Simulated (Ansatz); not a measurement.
**Calculated ³⁹K nuclear quadrupole resonance for K2HgC4N4**

Cell: a structure deposited in the COD, ions relaxed with PBE at fixed cell.

```cif
data_K2HgC4N4
_symmetry_space_group_name_H-M 'Fd-3m:1'
_symmetry_Int_Tables_number 227
_cell_length_a 12.7600
_cell_length_b 12.7600
_cell_length_c 12.7600
_cell_angle_alpha 90.000
_cell_angle_beta 90.000
_cell_angle_gamma 90.000
loop_
_atom_site_label
_atom_site_type_symbol
_atom_site_symmetry_multiplicity
_atom_site_Wyckoff_symbol
_atom_site_fract_x
_atom_site_fract_y
_atom_site_fract_z
K K 16 c 0.6250 0.6250 0.1250
Hg Hg 8 b 0.0000 0.0000 0.5000
C C 32 e 0.3487 0.3487 0.8487
N N 32 e 0.4015 0.4015 0.9015
```

One atom of each set is listed; the run and its k-mesh use a cell of 22 atoms with edges of 9.02, 9.02, 9.02 Å.

All values are calculated (Ansatz; DFT, r2SCAN, plane waves and PAW, scalar-relativistic, 500 eV cutoff, Γ-centred 5×5×5 k-points, Fermi–Dirac smearing 0.05 eV), not measured.

³⁹K: I = 3/2, Q = 60.30 mb (year-2017 value). Static lattice, zero field.

Question: Predict the zero-field ³⁹K lines of each site.

Answer: For I = 3/2 there is one line, ν = (|C_Q|/2)(1 + η²/3)^½.

```tsv
site	atoms	V_zz (10²¹ V/m²)	C_Q (MHz)	η	line frequencies (MHz)
K	4	-2.21	-3.23	0.00	1.61
```

Question: And for 41K (I = 3/2, Q = 73.40 mb) on K?

Answer: C_Q scales with Q to -3.93 MHz, with lines at 1.96 MHz.

An axis of threefold or higher order runs through K, so V_zz lies along it and η is zero.

The largest force is 0.9 eV/Å, so the atoms aren't at the calculated equilibrium and relaxing them would move these values. The database positions were far from equilibrium, so the relaxed structure may not be the compound's real one.
